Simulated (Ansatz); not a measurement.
LiNbO3:
```yaml
crystal:
  lattice:
    - [2.56845, 1.48290, 4.62869]
    - [-2.56845, 1.48290, 4.62869]
    - [0.00000, -2.96579, 4.62869]
  atoms:
    - { symbol: Li, position: [0.71879, 0.71879, 0.71879] }
    - { symbol: Li, position: [0.21879, 0.21879, 0.21879] }
    - { symbol: Nb, position: [0.00073, 0.00073, 0.00073] }
    - { symbol: Nb, position: [0.50073, 0.50073, 0.50073] }
    - { symbol: O, position: [0.63888, 0.89314, 0.28136] }
    - { symbol: O, position: [0.89314, 0.28136, 0.63888] }
    - { symbol: O, position: [0.28136, 0.63888, 0.89314] }
    - { symbol: O, position: [0.13888, 0.78136, 0.39314] }
    - { symbol: O, position: [0.39314, 0.13888, 0.78136] }
    - { symbol: O, position: [0.78136, 0.39314, 0.13888] }
```

Tensor components refer to the Cartesian frame of this cell.

Give the proper piezoelectric stress tensor with relaxed ions from r²SCAN (plane waves, PAW; program Ansatz).

In C/m², rows x, y, z, Voigt columns; mesh uncertainty up to 0.01.
```
 0.00   0.00   0.00   0.00  -3.75   2.48
 2.48  -2.48   0.00  -3.75   0.00   0.00
-0.41  -0.41  -1.72   0.00   0.00   0.00
```

The elastic tensor of the same run (GPa):

```json
[
 {"": "1", "1": "206", "2": "62.0", "3": "68.6", "4": "11.8", "5": "0.0", "6": "0.0"},
 {"": "2", "1": "62.0", "2": "206", "3": "68.6", "4": "-11.8", "5": "0.0", "6": "0.0"},
 {"": "3", "1": "68.6", "2": "68.6", "3": "240", "4": "0.0", "5": "0.0", "6": "0.0"},
 {"": "4", "1": "11.8", "2": "-11.8", "3": "0.0", "4": "58.3", "5": "0.0", "6": "0.0"},
 {"": "5", "1": "0.0", "2": "0.0", "3": "0.0", "4": "0.0", "5": "58.3", "6": "11.8"},
 {"": "6", "1": "0.0", "2": "0.0", "3": "0.0", "4": "0.0", "5": "11.8", "6": "72.1"}
]
```

Convert to strain constants d = e·S.

In pC/N:
```
  0.0    0.0    0.0    0.0  -73.8   46.4
 23.2  -23.2    0.0  -73.8    0.0    0.0
  0.3    0.3   -7.3    0.0    0.0    0.0
```

Space group R3c. Symmetry was held in the r²SCAN relaxation. The run is not spin-polarised. Signs of piezoelectric constants follow the polarity of the cell as given.

Potentials: the earlier of the program's two PAW sets. The files were generated under PBE; for other functionals the program regenerates the frozen cores, and for LDA and PBEsol the local potential too.
